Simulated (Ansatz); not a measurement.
LiNbO3:
```cif
data_Li2Nb2O6
_chemical_formula_sum 'Li2 Nb2 O6'
_space_group_name_H-M_alt 'P 1'
_space_group_IT_number 1
_cell_length_a 5.45699
_cell_length_b 5.45699
_cell_length_c 5.45699
_cell_angle_alpha 56.722
_cell_angle_beta 56.722
_cell_angle_gamma 56.722
loop_
_space_group_symop_operation_xyz
  'x, y, z'
loop_
_atom_site_label
_atom_site_type_symbol
_atom_site_fract_x
_atom_site_fract_y
_atom_site_fract_z
_atom_site_occupancy
Li1 Li 0.75000 0.75000 0.75000 1
Li2 Li 0.25000 0.25000 0.25000 1
Nb1 Nb 0.00000 0.00000 0.00000 1
Nb2 Nb 0.50000 0.50000 0.50000 1
O1 O 0.62845 0.87155 0.25000 1
O2 O 0.37155 0.12845 0.75000 1
O3 O 0.25000 0.62845 0.87155 1
O4 O 0.75000 0.37155 0.12845 1
O5 O 0.87155 0.25000 0.62845 1
O6 O 0.12845 0.75000 0.37155 1
```

This is the r²SCAN-relaxed structure.

All from r²SCAN in the plane-wave PAW code Ansatz, unless another level is named. Give the hole effective mass.

1.4, 2.0, 2.2 mₑ (principal values).

Predict the formation energy from the elements (no fitted shifts).

-2.74 eV/atom.

Space group R-3c. The first step of the workflow began from a Materials Project structure, measured or hypothetical; the Crystallography Open Database files this formula in space group No. 167, but the cells were not matched. It is not the phase usual at ambient conditions (space group No. 161). Symmetry was held in the r²SCAN relaxation; whether a distortion lowers the energy is not shown. No spin polarisation was allowed. The references are the lowest solids computed at this level, not always the standard phases (solids in place of the gases). Spin–orbit coupling is left out wherever it is not named.

Potentials: the later of the program's two PAW sets.

Edges and masses are those of Kohn–Sham bands, whose gap is no quasiparticle gap.
